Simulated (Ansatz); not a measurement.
Ge in space group I4_132 (No. 214; Ge on 8a) under volume change, the program Ansatz at the r²SCAN level (PAW), scaled uniformly.

```tsv
V (Å³/atom)	E − E(relaxed) (meV/atom)	P (GPa)
35.391	32.3	3.27
36.557	[?]	[?]
37.724	3.1	0.89
38.891	0.0	0.00
40.058	2.8	-0.73
41.224	10.4	-1.35
42.391	[?]	[?]
```

### Question
Fill in the missing entries.

### Answer

- 42.391, E − E(relaxed) (meV/atom): 22.1
- 42.391, P (GPa): -1.87
- 36.557, E − E(relaxed) (meV/atom): 13.4
- 36.557, P (GPa): 1.97

### Question
What does a third-order Birch–Murnaghan fit give for V₀, B₀ and B′?

### Answer
V₀ = 38.89 Å³/atom, B₀ = 27.1 GPa, B′ = 5.2.

The start of the workflow was typed in or built on a structure type; neither database checked (COD, Materials Project) lists it. It is not the phase usual at ambient conditions (space group No. 227). Symmetry was held in the r²SCAN relaxation; its stability against distortions is not shown here. The volume moved by 42 % from the start of the relaxation.

Potentials: the later of the program's two PAW sets.
